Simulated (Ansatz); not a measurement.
ScTaN2 in space group P6_3/mmc (No. 194; Sc on 2a, Ta on 2c, N on 4f), the program Ansatz at the r²SCAN level (PAW), all energies at zero smearing, with the estimated change up to a 700 eV cutoff added, with one set of potentials and settings (totals compare only within such a set). Cell of 8 atoms (2 Sc, 2 Ta, 4 N): -25724.061 eV.

| element | reference phase | E (eV/atom) |
|---|---|---|
| Sc | P6_3/mmc, 2 atoms in the cell | -2140.5738 |
| Ta | Im-3m, 1 atoms in the cell | -9944.3222 |
| N | Pa-3, 8 atoms in the cell | -384.8315 |

Formation energy per atom, worked out: (-25724.061 − 2×(-2140.5738) − 2×(-9944.3222) − 4×(-384.8315))/8 = -1.868 eV/atom (-180 kJ per mol of atoms), at 0 K, without zero-point energy or fitted corrections.

The workflow started from a Materials Project entry (that database holds measured and hypothetical structures alike); the Crystallography Open Database copy checked does not list it. Whether it is the stable phase at ambient conditions was not checked. Symmetry was held in the r²SCAN relaxation; its stability against distortions is not shown here. The run is not spin-polarised. The references are the lowest solids computed at this level, not always the standard phases (solids in place of the gases). Scalar-relativistic: spin–orbit coupling is off unless named, which matters more the heavier the elements.

Potentials: the later of the program's two PAW sets.
